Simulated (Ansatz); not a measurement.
LuGe₂: settings compared (Ansatz)

input.yaml:

```yaml
crystal:
  lattice:
    - [3.95753, 0.0, 0.0]
    - [1.978765, -7.781463, 0.0]
    - [0.0, 0.0, -3.920604]
  atoms:
    - { symbol: Lu, position: [0.106, 0.788, 0.75] }
    - { symbol: Lu, position: [0.894, 0.212, 0.25] }
    - { symbol: Ge, position: [0.75, 0.5, 0.75] }
    - { symbol: Ge, position: [0.25, 0.5, 0.25] }
    - { symbol: Ge, position: [0.441, 0.118, 0.75] }
    - { symbol: Ge, position: [0.559, 0.882, 0.25] }
  symmetry: { tolerance: 0.0003 }
kpoints:
  mp_grid: { grid: [5, 5, 5], shift: [0, 0, 0] }
magnetization:
  spin_polarized: false
scf:
  occupations: { method: fermi_dirac }
hamiltonian:
  pseudopotentials: { kind: paw }
  xc: r2scan
basis:
  ecutwfc: 500
output:
  forces: true
  stress: true
  eigenvalues: true
relax:
  max_steps: 40
  cell: {}
```

Launch command:

```bash
ansatz run input.yaml --threads 1 --pin off --max-ram 2560MiB --backend cpu --events-out ev --progress --plain --runs-dir out
```

Origin of the cell: a known structure type with other elements, at an estimated volume, so it need not be a known compound.

The smearing width isn't typed, so it takes its default of 0.1 eV.

Output of this run (shortened):

```
Pseudopotentials: kind: paw
Pseudopotential: Lu, paw, valence charge 25, recommended cutoff 500 eV (meta_gga), Lu.paw.azcp
Pseudopotential: Ge, paw, valence charge 14, recommended cutoff 500 eV (meta_gga), Ge.paw.azcp
Functional definition: r2SCAN
  exchange = r2scan_x(k0 = k0, k1 = k1, a1 = a1)
  correlation = r2scan_c
Crystal: 6 atoms, lattice volume = 120.736 Å³
Basis set: ecut = 500 eV, 3033 PW (Γ), exchange–correlation on 120×240×120 points (64 copies of the dense FFT grid, shifted against one another)
Bands: 64, of which v1, the nominal top of the filled ones, is band 53 counted from 1 (52 counted from 0)
Symmetry: 8 space group operations
Space group: Cmcm (ITA 63), of the structure as read, at distance tolerance 1.5e-3 Å
[… 7 lines left out …]
Initial density: superposition of atomic densities (neutral atoms: chi_scale 0, normalization atom), corrected by the library's trained network
Functional: x = r2scan, c = r2scan; τ floored in thin density (d = 2e-4 eV/Å³)
SCF iter   1: F=—  HF=-46702.496095 eV  Δρ=8.74e-3  dr2=5.29e-2  dr2_τ=3.87e-2  defer=1
SCF iter   2: F=—  HF=-46702.564188 eV  Δρ=6.16e-3  dr2=3.89e-2  dr2_τ=6.54e-3  defer=63
SCF iter   3: F=—  HF=-46702.533993 eV  Δρ=3.31e-3  dr2=1.33e-2  dr2_τ=4.22e-4  defer=63
SCF iter   4: F=—  HF=-46702.534385 eV  Δρ=1.18e-3  dr2=3.11e-3  dr2_τ=1.12e-4  defer=63
SCF iter   5: F=—  HF=-46702.534146 eV  Δρ=4.28e-4  dr2=1.77e-4  dr2_τ=7.34e-6  defer=63
SCF iter   6: F=—  HF=-46702.534201 eV  Δρ=9.16e-5  dr2=3.52e-5  dr2_τ=2.53e-7  defer=63
SCF iter   7: F=—  HF=-46702.534206 eV  Δρ=5.67e-5  dr2=7.21e-6  dr2_τ=1.03e-7  defer=63
SCF iter   8: F=—  HF=-46702.534205 eV  Δρ=2.51e-5  dr2=1.52e-6  dr2_τ=3.47e-8  defer=63
SCF iter   9: F=—  HF=-46702.534205 eV  Δρ=1.60e-5  dr2=1.06e-6  dr2_τ=1.39e-8  defer=63
SCF iter  10: F=-46702.534205 eV  HF=-46702.534205 eV  Δρ=4.26e-6  dr2=4.33e-8  dr2_τ=4.52e-9
relax step   1: F+E_penalty+E_count = -46702.534205 eV  Δ(F+E_penalty+E_count) = +0.000e0 eV  max|allowed force component| = 7.344e-1 eV/Å  Δτ_max = 0.0000 Å  P = -1.275 GPa  Ω = 120.736 Å³ […]
relax step   2: F+E_penalty+E_count = -46702.366586 eV  Δ(F+E_penalty+E_count) = +1.676e-1 eV  max|allowed force component| = 1.523e0 eV/Å  Δτ_max = 0.1863 Å  P = +1.435 GPa  Ω = 117.998 Å³ […]
relax step   3: F+E_penalty+E_count = -46702.618535 eV  Δ(F+E_penalty+E_count) = -8.433e-2 eV  max|allowed force component| = 2.577e-1 eV/Å  Δτ_max = 0.0569 Å  P = -0.642 GPa  Ω = 119.938 Å³ […]
relax step   4: F+E_penalty+E_count = -46702.627834 eV  Δ(F+E_penalty+E_count) = -9.299e-3 eV  max|allowed force component| = 1.104e-1 eV/Å  Δτ_max = 0.0323 Å  P = -0.048 GPa  Ω = 119.370 Å³ […]
relax step   5: F+E_penalty+E_count = -46702.629444 eV  Δ(F+E_penalty+E_count) = -1.610e-3 eV  max|allowed force component| = 5.053e-3 eV/Å  Δτ_max = 0.0128 Å  P = -0.015 GPa  Ω = 119.410 Å³ […]
relax step   6: F+E_penalty+E_count = -46702.629012 eV  Δ(F+E_penalty+E_count) = +4.322e-4 eV  max|allowed force component| = 5.352e-3 eV/Å  Δτ_max = 0.0000 Å  P = -0.017 GPa  Ω = 119.410 Å³  stress off target by 4.86e-2 GPa […]
SCF 6 converged in 9 iterations: F = -46702.629012 eV  dr2 = 8.40e-12
basis re-selected at this cell: Δ(F+E_penalty+E_count) = +4.322e-4 eV, ΔP = -0.002 GPa vs the last step (what re-selecting the basis moved, of the pressure what is left beyond the Pulay corre […]
SCF converged after 9 iterations
Free energy (F): -46702.629012 eV
Harris-Foulkes:  -46702.629012 eV  (|F-HF|=4.37e-11)
Internal energy: -46702.559273 eV  (E = F + TS)
E sigma→0 (E₀):  -46702.594143 eV
Entropy (-TS):   -0.069739 eV (-11.623 meV/atom)
Fermi energy:    13.312758 eV
--- Per-component energies (eV) ---
  E_band       = -359.744476
  E_kinetic    = 1289.423987
  E_local      = -21586.251008  (includes V_loc(G=0)·N_el)
  E_nonlocal   = 2812.336769
  E_hartree    = 9253.576134
  E_xc         = -710.268424
  E_vxc        = -862.892339  (∫ρ·V_xc dr)
  E_paw        = -22897.803491  (= ΣΔE_a)
  E_vpaw       = -566.984454  (= ΣTr[D̂ρ^β])
  E_aug_tail   = 0.000092  (compensation charges beyond the density's cutoff)
  E_vtau       = 47.470211  (kinetic-family band-sum trace: ∫τ·v_τ [+ j·A + Jᵃ·Aᵃ] dr)
  E_ewald      = -14860.585315
  E_core_change = -2.988017  (= ΣΔE_core)
  E_smearing   = -0.069739  (= −TS)
  Σ components = -46702.629012   (vs F -46702.629012, Δ=0.00e0)
--- Forces (eV/Å), atoms counted from 1 ---
  atom   1  Lu     0.000000     0.005352     0.000000
  atom   2  Lu    -0.000000    -0.005352    -0.000000
  atom   3  Ge     0.000000    -0.002559     0.000000
  atom   4  Ge    -0.000000     0.002559    -0.000000
  atom   5  Ge    -0.000000    -0.004320    -0.000000
  atom   6  Ge     0.000000     0.004320     0.000000
  max |Σ_I F_I| component: 0.00e0 eV/Å
--- Stress (GPa, compression-positive) ---
       -0.048629       0.000000       0.000000
        0.000000      -0.010663       0.000000
        0.000000       0.000000       0.008157
  P = ⅓ Tr σ = -0.0170 GPa (-0.170 kbar)
--- Relaxed structure (5 steps of the walk, 4 accepted, 1 SCFs on fresh bases) ---
  F+E_penalty+E_count = -46702.629012 eV   max|allowed force component| = 5.352e-3 eV/Å   (the final SCF, on the basis selected at the relaxed cell)
  cell:  # Å, volume = 119.4101 Å³
    - [3.958579, 0.0, 0.0]
    - [1.979289, -7.801962, 4.842e-18]
    - [0.0, 2.440e-18, -3.866320]
  atoms:
    - { symbol: Lu, position: [0.104274, 0.791452, 0.75] }
    - { symbol: Lu, position: [0.895726, 0.208548, 0.25] }
    - { symbol: Ge, position: [0.748619, 0.502762, 0.75] }
    - { symbol: Ge, position: [0.251381, 0.497238, 0.25] }
    - { symbol: Ge, position: [0.446904, 0.106193, 0.75] }
    - { symbol: Ge, position: [0.553096, 0.893807, 0.25] }
```

The same input was run again with these changes:

1. `accuracy` default → medium; `scf.lower_state_search` default → "off"
2. `magnetization` { spin_polarized: false } → { spin_polarized: true } (starts: small); typed moments: Lu1 0.2, Lu2 0.2, Ge3 0.2, Ge4 0.2, Ge5 0.2, Ge6 0.2
3. `relax.f_tol` default → 0.001; `relax.max_displacement` default → 0.5; `kpoints.mp_grid.grid` [5, 5, 5] → [2, 2, 2]
4. `basis.ecutwfc` 500 → "300 eV"; `scf.eigensolver.kind` default → davidson; `basis.precision` default → f64

| run | end | SCF iterations | volume (Å³/atom) | max force component (eV/Å) | gap on mesh (eV) | moment (μB) | ΔE(σ→0) (meV/atom) |
| --- | --- | --- | --- | --- | --- | --- | --- |
| base | converged | 63 | 19.90 | 0.005 | none | – | 0 |
| 1 | converged | 63 | 19.90 | 0.005 | none | – | 0.00 |
| 2 | converged | 90 | 19.90 | 0.005 | none | 0.00 | 0.00 |
| 3 | converged | 94 | 19.75 | 0.000 | none | – | 188.44 |
| 4 | converged | 116 | 19.92 | 0.001 | none | – | 109.28 |

Energies are compared only where functional, datasets, charge and starting cell are the same.

Not properties of the system: run 3 (too coarse or loose: `kpoints.mp_grid.grid` = [2, 2, 2]), run 4 (too coarse or loose: `basis.ecutwfc` = "300 eV").

Caveats of the base run: no spin-orbit coupling, though heavy elements are present; the k mesh is coarse if the cell is a metal; the relaxation held the start's symmetry, so the end may be a saddle point.

Run 2: a starting moment was lost.
Run 4: the cutoff lies below the datasets' advice.

The base run took 130 s of wall time on 1 CPU thread(s) of a shared host, from the program's own first density.
